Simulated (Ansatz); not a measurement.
An Ansatz input:

```yaml
crystal:
  lattice:
    - [-2.5855055049, 2.5855055049, 1.4116860057]
    - [2.5855055049, -2.5855055049, 1.4116860057]
    - [2.5855055049, 2.5855055049, -1.4116860057]
  atoms:
    - { symbol: Nb, position: [0.0, 0.0, 0.0] }
    - { symbol: Nb, position: [0.75, 0.25, 0.5] }
hamiltonian:
  xc: r2scan
  pseudopotentials:
    kind: paw
    azcp:
      Nb: "pseudopotentials/Nb.paw.azcp"
basis:
  ecutwfc: 500
  fft_grid_basis: typed
kpoints:
  mp_grid: { grid: [13, 13, 9], shift: [0, 0, 0] }
magnetization:
  spin_polarized: false
scf:
  occupations: { method: fermi_dirac, width: 0.1 }
relax:
  max_steps: 60
  f_tol: 0.01
  cell: {}
```

Terminal output

```
Warning: crystal.symmetry: narrowed to the stabiliser of the k-point mesh — unitary ops 16 → 4; excluded 12 operations that carry a point of the 13×13×9 mesh (shift [0, 0, 0]) off the mesh (the run samples exactly the mesh kpoints.mp_grid names, as under crystal.symmetry.detect: false, and its converged state has the mesh's symmetry, not the crystal's; ε∞, the Born charges and the force constants of a linear response (`dielectric:` by the response, `phonons.method: dfpt`) are averaged over those of the crystal's operations that the state keeps within a tolerance, where `mesh_tensors`, `unaveraged_element` or `gamma_mean_max_change_ev_ang2` stands beside them; a row that `dielectric.field_direction` solves alone is averaged likewise, with nothing beside; a Γ-centred mesh of equal divisions is mapped onto itself by every operation and keeps the whole group, as does a half-shifted one under kpoints.further_shifts: images)
Engine: ansatz 0.2.0, x86_64-unknown-linux-gnu
Pseudopotentials: kind: paw
Pseudopotential: Nb, paw, valence charge 13, recommended cutoff 500 eV (meta_gga) 
Functional definition: r2SCAN
  parameter k0 = 0.174
  parameter k1 = 0.065
  parameter a1 = 4.9479
  exchange = r2scan_x(k0 = k0, k1 = k1, a1 = a1)
  correlation = r2scan_c
Crystal: 2 atoms, lattice volume = 37.748 Å³
Basis set: ecut = 500 eV, 973 PW (Γ), exchange–correlation on 120×120×120 points (64 copies of the dense FFT grid, shifted against one another)
Bands: 17, of which v1, the nominal top of the filled ones, is band 13 counted from 1 (12 counted from 0)
Symmetry: 4 space group operations
k-points: 413 of 1521
Non-local potential: Nb, projectors of the file, l = 0: 3, l = 1: 2, l = 2: 2, l = 3: 1
PAW form: soft (Blöchl's): semilocal exchange-correlation on the pseudo side does not see the compensation charge
PAW frozen core: Nb, regenerated for the run's functional (the file was generated under x = pbe(κ = 0.804, μ = 0.2195149727645171), c = pbe(β = 0.06672455060314922))
PAW one-centre angular grid: Nb, 590 points (default); XC on 160 Gauss nodes
Initial density: superposition of atomic densities (neutral atoms: chi_scale 0, normalization atom), corrected by the library's trained network
Initial wavefunctions: pseudopotential atomic-orbital guess
Functional: x = r2scan, c = r2scan; τ floored in thin density (d = 2e-4 eV/Å³)
SCF iter   1: F=—  HF=-9126.093882 eV  |F-HF|=—  |Δ(HF+E_count)|=         —  Δρ=1.08e-2  dr2=1.91e-2  dr2_τ=2.66e-2  ethr=1.77e-3  ⟨swp⟩=5.1  Hψ=33264  notcnv=0
SCF iter   2: F=—  HF=-9126.103359 eV  |F-HF|=—  |Δ(HF+E_count)|=   9.48e-3  Δρ=6.49e-3  dr2=6.01e-3  dr2_τ=4.34e-4  ethr=7.33e-5  ⟨swp⟩=2.1  Hψ=14624  notcnv=0
SCF iter   3: F=—  HF=-9126.105241 eV  |F-HF|=—  |Δ(HF+E_count)|=   1.88e-3  Δρ=7.50e-4  dr2=8.18e-5  dr2_τ=6.18e-6  ethr=2.31e-5  ⟨swp⟩=2.2  Hψ=11634  notcnv=0
SCF iter   4: F=—  HF=-9126.105357 eV  |F-HF|=—  |Δ(HF+E_count)|=   1.17e-4  Δρ=2.01e-4  dr2=6.54e-6  dr2_τ=9.36e-7  ethr=3.15e-7  ⟨swp⟩=2.3  Hψ=10853  notcnv=0
iter 5 did not close the SCF: its close was put off for the readings that it lacked (scf_convergence_deferred on its scf_iter line)
SCF iter   5: F=-9126.105369 eV  HF=-9126.105369 eV  |F-HF|=3.82e-8  |Δ(HF+E_count)|=   1.18e-5  Δρ=1.43e-5  dr2=6.46e-8  dr2_τ=2.80e-8  ethr=2.51e-8  ⟨swp⟩=2.0  Hψ=11676  notcnv=0
SCF iter   6: F=-9126.105369 eV  HF=-9126.105369 eV  |F-HF|=6.32e-9  |Δ(HF+E_count)|=   4.10e-8  Δρ=6.72e-6  dr2=7.41e-9  dr2_τ=9.52e-10  ethr=2.48e-10  ⟨swp⟩=2.2  Hψ=25646  notcnv=0
...
iter 1 solved again at ethr=1.55e-8 eV; its pass at ethr=3.10e-3 eV (dr2=4.02e-6 eV) is discarded
SCF iter   1: F=—  HF=-9127.009254 eV  |F-HF|=—  |Δ(HF+E_count)|=         —  Δρ=4.29e-5  dr2=7.59e-8  dr2_τ=6.91e-7  ethr=1.55e-8  ⟨swp⟩=3.2  Hψ=52221  notcnv=0
SCF iter   2: F=—  HF=-9127.009255 eV  |F-HF|=—  |Δ(HF+E_count)|=   2.48e-7  Δρ=2.12e-5  dr2=1.92e-8  dr2_τ=2.78e-8  ethr=2.92e-10  ⟨swp⟩=2.5  Hψ=11809  notcnv=0
SCF iter   3: F=—  HF=-9127.009255 eV  |F-HF|=—  |Δ(HF+E_count)|=   7.39e-8  Δρ=1.99e-6  dr2=8.94e-10  dr2_τ=2.96e-10  ethr=7.38e-11  ⟨swp⟩=2.1  Hψ=11304  notcnv=0
SCF iter   4: F=—  HF=-9127.009255 eV  |F-HF|=—  |Δ(HF+E_count)|=  1.76e-10  Δρ=5.59e-7  dr2=1.02e-10  dr2_τ=9.70e-12  ethr=3.44e-12  ⟨swp⟩=3.0  Hψ=12810  notcnv=0
SCF iter   5: F=—  HF=-9127.009255 eV  |F-HF|=—  |Δ(HF+E_count)|=  5.28e-11  Δρ=3.12e-7  dr2=9.16e-11  dr2_τ=2.62e-12  ethr=1.00e-12  ⟨swp⟩=5.8  Hψ=30444  notcnv=0
SCF iter   6: F=-9127.009255 eV  HF=-9127.009255 eV  |F-HF|=0.00e0  |Δ(HF+E_count)|=  1.27e-11  Δρ=6.99e-8  dr2=6.31e-13  dr2_τ=3.12e-13  ethr=1.00e-12  ⟨swp⟩=3.8  Hψ=29944  notcnv=0
SCF 21 converged in 6 iterations: F = -9127.009255 eV  dr2 = 6.31e-13
relax step  21: F+E_penalty+E_count = -9127.00925459 eV  Δ(F+E_penalty+E_count) = -9.185e-5 eV  max|allowed force component| = 3.990e-4 eV/Å  Δτ_max = 0.0000 Å  P = +0.010 GPa  Ω = 36.726 Å³  stress off target by 1.75e-2 GPa  SCF on the basis re-selected at this cell (its energy is not comparable with the rows above)  (6 SCF iters)
basis re-selected at this cell: Δ(F+E_penalty+E_count) = -9.185e-5 eV, ΔP = +0.001 GPa vs the last step (what re-selecting the basis moved, of the pressure what is left beyond the Pulay correction that the steps carried, after the strain that the cell walked since its last selection, with what the two solves' SCF thresholds leave and, on support functions, any second-order correction that the steps lacked; it is no measure of the basis error at this ecutwfc). This SCF's stress stands 1.75e-2 GPa from its target on what of the cell is left free (relax.cell.stress_tol is 5.00e-2 GPa) and its largest allowed force component is 3.99e-4 eV/Å (relax.f_tol is 1.00e-2 eV/Å): within both
SCF converged after 6 iterations
Free energy (F): -9127.009255 eV
Harris-Foulkes:  -9127.009255 eV  (|F-HF|=0.00e0)
Internal energy: -9126.938878 eV  (E = F + TS)
E sigma→0 (E₀):  -9126.974066 eV
Entropy (-TS):   -0.070376 eV (-35.188 meV/atom)
Fermi energy:    17.560297 eV
--- Per-component energies (eV) ---
  E_band       = -167.239754
  E_kinetic    = 787.842477
  E_local      = -1413.617254  (includes V_loc(G=0)·N_el)
  E_nonlocal   = 239.091966
  E_hartree    = 439.695265
  E_xc         = -339.136550
  E_vxc        = -473.170438  (∫ρ·V_xc dr)
  E_paw        = -6180.518004  (= ΣΔE_a)
  E_vpaw       = -216.559971  (= ΣTr[D̂ρ^β])
  E_aug_tail   = 0.000009  (compensation charges beyond the density's cutoff)
  E_vtau       = 29.782916  (kinetic-family band-sum trace: ∫τ·v_τ [+ j·A + Jᵃ·Aᵃ] dr)
  E_ewald      = -2659.911925
  E_core_change = -0.384861  (= ΣΔE_core)
  E_smearing   = -0.070376  (= −TS)
  E_closure    = 0.000000  (closes the sum)
  Σ components = -9127.009255   (vs F -9127.009255, Δ=0.00e0)
--- Forces (eV/Å), atoms counted from 1 ---
  atom   1  Nb     0.00039897    -0.00039897     0.00000000
  atom   2  Nb    -0.00039897     0.00039897    -0.00000000
  max |Σ_I F_I| component: 0.00e0 eV/Å
--- Stress (GPa, compression-positive) ---
        0.017315      -0.000192      -0.001076
       -0.000192       0.017315      -0.001076
       -0.001076      -0.001076      -0.003256
  P = ⅓ Tr σ = 0.0105 GPa (0.105 kbar)
--- Relaxed structure (19 steps of the walk, 18 accepted, 2 SCFs on fresh bases) ---
  F+E_penalty+E_count = -9127.00925459 eV   max|allowed force component| = 3.990e-4 eV/Å   (the final SCF, on the basis selected at the relaxed cell)
  cell:  # Å, volume = 36.7265 Å³
    - [-3.4950126563643997, 3.4989398899549875, 1.3715102948967417]
    - [3.4989398899549875, -3.4950126563643997, 1.3715102948967417]
    - [1.9124229823908736, 1.9124229823908736, -1.3643175593829706]
  atoms:
    - { symbol: Nb, position: [0.00012196943177773056, -0.00012196943177773056, -7.918459017350804e-26] }
    - { symbol: Nb, position: [0.7498780305682222, 0.25012196943177767, 0.5] }
```

Command:

```sh
ansatz run input.yaml --threads 1 --pin off --max-ram 3584MiB --backend cpu --events-out ev --progress --plain --runs-dir out
```

On 1 thread of Intel(R) Xeon(R) Platinum 8259CL CPU @ 2.50GHz (Skylake/Cascade Lake) (shared host) this took about 780 s of wall time and 760 s of CPU time.
